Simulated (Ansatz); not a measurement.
Rutile TiO2 was put through Ansatz (plane waves). The cell was relaxed with r2SCAN and then strained (isotropic +2.0 % on every length), with the atoms relaxed again with r2SCAN; k points keep the names of the unstrained zone.

Structure:
```
Ti O
1.0
     4.68879    0.00000    0.00000
     0.00000    4.68879    0.00000
     0.00000    0.00000    3.01256
Ti O
2 4
Direct
  0.00000 0.00000 0.00000
  0.50000 0.50000 0.50000
  0.30716 0.30716 0.00000
  0.19284 0.80716 0.50000
  0.80716 0.19284 0.50000
  0.69284 0.69284 0.00000
```

What the program printed (shortened):
```
scf.n_extra_bands = 5 over 24 filled bands (N_el = 48.0): the run solves 29 bands
Functional definition: r2SCAN
Crystal: 6 atoms, lattice volume = 66.230 Å³
Basis set: ecut = 500 eV, 1675 PW (Γ)
Symmetry: 16 space group operations
Space group: P42/mnm (ITA 136)
k-points: 50 of 288
SCF 1 converged in 8 iterations: F = -7292.421694 eV  dr2 = 1.22e-8
SCF converged after 8 iterations
Free energy (F): -7292.421694 eV
Fermi energy:    7.913883 eV
--- Per-component energies (eV) ---
  E_band       = -480.045943
  E_kinetic    = 1242.462935
  E_local      = -3183.002165
  E_nonlocal   = 191.299818
  E_hartree    = 1204.902080
  E_xc         = -480.823559
  E_vxc        = -690.448004
  E_paw        = -2745.858772
  E_vpaw       = -495.848431
  E_vtau       = 45.681933
  E_ewald      = -3520.771528
  E_core_change = -0.634678
--- Forces (eV/Å), atoms counted from 1 ---
  atom   1  Ti      0.00000      0.00000      0.00000
  atom   2  Ti      0.00000      0.00000      0.00000
  atom   3  O     -0.00440    -0.00440      0.00000
  atom   4  O       0.00440    -0.00440      0.00000
  atom   5  O     -0.00440      0.00440      0.00000
  atom   6  O       0.00440      0.00440      0.00000
--- Stress (GPa, compression-positive) ---
      -11.049806       0.000000       0.000000
        0.000000     -11.049806       0.000000
        0.000000       0.000000     -15.019707
  P = ⅓ Tr σ = -12.3731 GPa (-123.731 kbar)
--- Band table (eV; the first three rows and the last of 50) ---
  k-point 0: bands = […, 5.4329, 5.9585, 7.1912, 7.4984, 7.4984, 7.9139, 10.0675, 10.4180, 10.5683, 10.6171, …]
  k-point 1: bands = […, 5.7149, 5.7149, 6.6081, 7.2141, 7.2141, 7.8501, 10.3940, 10.4658, 10.5260, 10.8006, …]
  k-point 2: bands = […, 5.5186, 6.1576, 6.1576, 6.5262, 6.5262, 7.5272, 10.3513, 10.7004, 10.9367, 11.2073, …]
  k-point 49: bands = […, 5.2494, 5.2494, 6.7731, 6.7731, 7.2152, 7.2152, 10.6641, 10.6641, 11.2659, 11.2659, …]
```

bands.tsv, columns around the gap (it counts bands from 0):
```tsv
# k_distance	band_19	band_20	band_21	band_22	band_23	band_24	band_25	band_26	band_27
# fermi_ev = 7.913883
# [0, 0, 0] at k_distance = 0.000000
# [0, 0.5, 0] at k_distance = 0.670022
# [0.5, 0.5, 0] at k_distance = 1.340044
# [0, 0, 0.5] at k_distance = 2.749070
# [0, 0.5, 0.5] at k_distance = 3.419092
# [0.5, 0.5, 0.5] at k_distance = 4.089114
# levels_relative_to = fermi_ev
0.000	-1.955	-0.723	-0.415	-0.415	0.000	2.154	2.504	2.654	2.703
0.670	-2.890	-1.574	-1.574	-0.704	-0.704	2.789	2.789	3.134	3.134
1.340	-1.998	-1.308	-1.308	-0.997	-0.997	2.201	2.201	2.719	2.719
2.749	-2.689	-2.111	-2.111	-1.412	-1.412	3.065	3.065	3.307	3.307
3.419	-2.354	-1.950	-1.950	-0.964	-0.964	2.174	2.174	3.334	3.334
4.089	-2.665	-1.141	-1.141	-0.699	-0.699	2.750	2.750	3.352	3.352
```
In order the rows are Γ, X, M, Z, R, A.

Task: Write the input file that gave this output.

Result:
```yaml
crystal:
  # lattice and atoms as above
kpoints:
  mp_grid: { grid: [6, 6, 8] }
  band_path:
    path:
      - [0.0, 0.0, 0.0]
      - [0.0, 0.5, 0.0]
      - [0.5, 0.5, 0.0]
      - [0.0, 0.0, 0.5]
      - [0.0, 0.5, 0.5]
      - [0.5, 0.5, 0.5]
    npoints: 1
hamiltonian:
  xc: r2scan
scf:
  occupations: { method: fixed }
  n_extra_bands: 5
output:
  forces: true
  stress: true
  eigenvalues: true
```
The term E_vtau belongs to a meta-GGA, which reads the kinetic-energy density. A single point prints forces and stress when the output block asks for them. Keys that aren't typed take their defaults; thresholds and the kind of smearing can't be read off these lines.

Command: `ansatz run input.yaml --threads 2 --pin off --max-ram 20275MiB --backend cpu --events-out ev --progress --plain --runs-dir out`. It took 5.2 s on 2 threads of AMD EPYC 7R13 Processor (Zen 3), on a shared host, load about 1.4 per core; peak host memory 0.75 GiB.

Calculated for a static, non-magnetic cell.
